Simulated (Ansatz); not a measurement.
Ansatz input

```yaml
crystal:
  lattice:
    - [0.0, 2.484352754, 2.484352754]
    - [2.484352754, 0.0, 2.484352754]
    - [2.484352754, 2.484352754, 0.0]
  atoms:
    - { symbol: Mn, position: [1.0, 0.0, 0.0], spin: 3.708 }
    - { symbol: Mn, position: [0.5, 0.5, 0.5], spin: -3.708 }
hamiltonian:
  xc: r2scan
  pseudopotentials:
    kind: paw
    azcp:
      Mn: "pseudopotentials/Mn.paw.azcp"
basis:
  ecutwfc: 500
  fft_grid_basis: typed
kpoints:
  mp_grid: { grid: [12, 12, 12], shift: [0, 0, 0] }
magnetization:
  spin_polarized: true
scf:
  occupations: { method: fermi_dirac, width: 0.05 }
  lower_state_search: "off"
output:
  stress: true
  write_density: true
  write_potential: true
  elf: true
  volumetric_format: npy
```

and its output:

```
Engine: ansatz 0.2.0, x86_64-unknown-linux-gnu
Pseudopotentials: kind: paw
Pseudopotential: Mn, paw, valence charge 15, recommended cutoff 500 eV (meta_gga) 
Functional definition: r2SCAN
  parameter k0 = 0.174
  parameter k1 = 0.065
  parameter a1 = 4.9479
  exchange = r2scan_x(k0 = k0, k1 = k1, a1 = a1)
  correlation = r2scan_c
Crystal: 2 atoms, lattice volume = 30.667 Å³
Basis set: ecut = 500 eV, 749 PW (Γ), exchange–correlation on 108×108×108 points (64 copies of the dense FFT grid, shifted against one another)
Bands: 23, of which v1, the nominal top of the filled ones, is band 15 counted from 1 (14 counted from 0)
Symmetry: 48 space group operations
Space group: Fm-3m (ITA 225), of the structure as read, at distance tolerance 3.1e-5 Å
Magnetic group: BNS 225.121 (UNI 1623), of the structure as read, at distance tolerance 3.1e-5 Å
k-points: 72 of 1728
Non-local potential: Mn, projectors of the file, l = 0: 3, l = 1: 2, l = 2: 3, l = 3: 1
PAW form: soft (Blöchl's): semilocal exchange-correlation on the pseudo side does not see the compensation charge
PAW frozen core: Mn, regenerated for the run's functional (the file was generated under x = pbe(κ = 0.804, μ = 0.2195149727645171), c = pbe(β = 0.06672455060314922))
PAW one-centre angular grid: Mn, 590 points (default); XC on 160 Gauss nodes
Initial density: superposition of atomic densities (chi_scale 0.1, normalization cell)
Starting moments: Σ|m| = 7.416 μB on 2 of 2 sites
Starting magnetic order: antiferromagnet; a translation exchanges its spin sublattices: spin-degenerate at every k-point
Initial wavefunctions: pseudopotential atomic-orbital guess
Functional: x = r2scan, c = r2scan; τ floored in thin density (d = 2e-4 eV/Å³)
the translation (0.5, 0.5, 0.5) carries every atom to within crystal.symmetry.tolerance of an atom of its element with the starting moment reversed, but both spin channels are solved: the dense FFT box has an odd point count along it
iter 1 solved again at ethr=1.15e-4 eV; its pass at ethr=3.10e-3 eV (dr2=3.46e-2 eV) is discarded
SCF iter   1: F=-7806.610510 eV  HF=-7806.386044 eV  |F-HF|=2.24e-1  |Δ(HF+E_count)|=         —  Δρ=1.63e-2 (↑1.63e-2 ↓1.63e-2)  dr2=3.46e-2  dr2_τ=9.03e-3  dr2_m=5.23e-2  M=-0.000 μB ∫|m|=7.268 μB  β_m=0.30  ethr=1.15e-4  ⟨swp⟩=1.4  Hψ=18319  notcnv=0
Mixer restart at iter 1: flushing history
...
SCF iter  10: F=-7806.709634 eV  HF=-7806.709644 eV  |F-HF|=1.04e-5  |Δ(HF+E_count)|=   7.33e-5  Δρ=1.19e-4 (↑1.19e-4 ↓1.18e-4)  dr2=8.65e-6  dr2_τ=7.46e-8  dr2_m=4.93e-7  M=-0.000 μB ∫|m|=7.237 μB  β_m=0.39  ethr=6.51e-8  ⟨swp⟩=2.0  Hψ=5401  notcnv=0  defer=123  κ⁻¹=2.4e-6(r=8)
SCF iter  11: F=-7806.709635 eV  HF=-7806.709634 eV  |F-HF|=1.03e-6  |Δ(HF+E_count)|=   1.07e-5  Δρ=4.08e-5 (↑4.08e-5 ↓4.02e-5)  dr2=4.93e-7  dr2_τ=1.80e-8  dr2_m=2.14e-7  M=-0.000 μB ∫|m|=7.235 μB  β_m=0.38  ethr=2.88e-8  ⟨swp⟩=2.0  Hψ=5158  notcnv=0  defer=123  κ⁻¹=2.1e-6(r=8)
SCF iter  12: F=-7806.709635 eV  HF=-7806.709635 eV  |F-HF|=5.49e-8  |Δ(HF+E_count)|=   1.76e-6  Δρ=2.77e-5 (↑2.75e-5 ↓2.77e-5)  dr2=3.05e-7  dr2_τ=3.51e-9  dr2_m=4.00e-8  M=-0.000 μB ∫|m|=7.236 μB  β_m=1.13  ethr=1.64e-9  ⟨swp⟩=2.0  Hψ=5320  notcnv=0  defer=123  κ⁻¹=8.0e-6(r=8)
SCF iter  13: F=-7806.709636 eV  HF=-7806.709635 eV  |F-HF|=1.08e-7  |Δ(HF+E_count)|=   2.88e-8  Δρ=8.49e-6 (↑8.46e-6 ↓8.49e-6)  dr2=3.86e-8  dr2_τ=2.45e-10  dr2_m=4.27e-10  M=-0.000 μB ∫|m|=7.236 μB  β_m=1.16  ethr=3.33e-10  ⟨swp⟩=10.0  Hψ=20447  notcnv=0  κ⁻¹=6.8e-6(r=8)
SCF iter  14: F=-7806.709636 eV  HF=-7806.709635 eV  |F-HF|=2.13e-8  |Δ(HF+E_count)|=   1.00e-7  Δρ=5.57e-6 (↑5.51e-6 ↓5.57e-6)  dr2=1.43e-8  dr2_τ=1.47e-10  dr2_m=5.70e-10  M=-0.000 μB ∫|m|=7.236 μB  ethr=1.29e-10  ⟨swp⟩=6.6  Hψ=15321  notcnv=0
SCF 1 converged in 14 iterations: F = -7806.709636 eV  dr2 = 1.43e-8
this state was not tested for a lower state beside it, because the mixer in use, unlike msr1, does not test its closes by its own steps (another_mixer; see scf.mixing.algorithm and scf.lower_state_search)
SCF converged after 14 iterations
Magnetization: -0.0000 μB (15.0000 up, 15.0000 down)
Absolute magnetization: 7.2363 μB (∫|ρ↑−ρ↓|, with the PAW one-centre terms)
Spin contamination: 3.2338 ħ² per cell (⟨S²⟩ above its minimum at these occupations)
Per-site moments (μB) at R_I (Å): [(3.390579677557809, 1.0247955110250002), (-3.390586011614592, 1.0247955110250002)]
Free energy (F): -7806.709636 eV
Harris-Foulkes:  -7806.709635 eV  (|F-HF|=2.13e-8)
Internal energy: -7806.683193 eV  (E = F + TS)
E sigma→0 (E₀):  -7806.696414 eV
Entropy (-TS):   -0.026442 eV (-13.221 meV/atom)
Fermi energy:    14.279395 eV
--- Per-component energies (eV) ---
  E_band       = -550.034464
  E_kinetic    = 604.173739
  E_local      = -4010.760295  (includes V_loc(G=0)·N_el)
  E_nonlocal   = 495.563858
  E_hartree    = 1647.966431
  E_xc         = -217.192362
  E_vxc        = -320.608685  (∫ρ·V_xc dr)
  E_paw        = -2625.662251  (= ΣΔE_a)
  E_vpaw       = -636.939094  (= ΣTr[D̂ρ^β])
  E_aug_tail   = -0.000008  (compensation charges beyond the density's cutoff)
  E_vtau       = 22.595229  (kinetic-family band-sum trace: ∫τ·v_τ [+ j·A + Jᵃ·Aᵃ] dr)
  E_ewald      = -3700.206219
  E_core_change = -0.566086  (= ΣΔE_core)
  E_smearing   = -0.026442  (= −TS)
  E_closure    = -0.000000  (closes the sum)
  Σ components = -7806.709636   (vs F -7806.709636, Δ=0.00e0)
--- Stress (GPa, compression-positive) ---
        2.257878       0.000000       0.000000
       -0.000000       2.257878      -0.000000
        0.000000       0.000000       2.257878
  P = ⅓ Tr σ = 2.2579 GPa (22.579 kbar)
--- Band table (eV; the first three rows and the last of 144) ---
  k-point 0 ↑: bands = ["-70.7262", "-65.9237", "-38.2031", "-38.2031", "-38.2031", "-33.4128", "-33.4128", "-33.4128", "5.9815", "10.2056", "10.2056", "10.2679", "10.2679", "10.2679", "16.1050", "16.1050", "16.1050", "16.4560", "16.4560", "24.7857", "24.7857", "24.7857", "25.2547"]
  k-point 1 ↑: bands = ["-70.7260", "-65.9237", "-38.2038", "-38.2030", "-38.2030", "-33.4147", "-33.4135", "-33.4135", "6.1289", "10.2435", "10.2435", "10.2516", "10.3174", "10.3174", "16.0152", "16.0755", "16.0755", "16.3267", "16.3267", "23.7733", "24.8324", "24.8324", "25.3621"]
  k-point 2 ↑: bands = ["-70.7256", "-65.9237", "-38.2059", "-38.2028", "-38.2028", "-33.4197", "-33.4155", "-33.4155", "6.5626", "10.2132", "10.3366", "10.3366", "10.4750", "10.4750", "15.7490", "15.8288", "15.8288", "16.1439", "16.1439", "21.7753", "24.9555", "24.9555", "25.7679"]
  k-point 71 ↓: bands = ["-70.7235", "-65.9232", "-38.2188", "-38.2188", "-38.2053", "-33.4283", "-33.4211", "-33.4211", "10.0630", "10.0630", "10.1785", "10.9955", "11.4860", "12.0713", "14.1228", "14.3029", "14.3029", "16.3950", "17.0890", "17.0890", "18.6920", "19.1361", "29.0934"]
```

Launched by

```sh
ansatz run input.yaml --threads 1 --pin off --max-ram 3584MiB --backend cpu --events-out ev --progress --plain --runs-dir out
```

On 1 thread of Intel(R) Xeon(R) Platinum 8259CL CPU @ 2.50GHz (Skylake/Cascade Lake) (shared host) this took about 35 s of wall time and 35 s of CPU time.
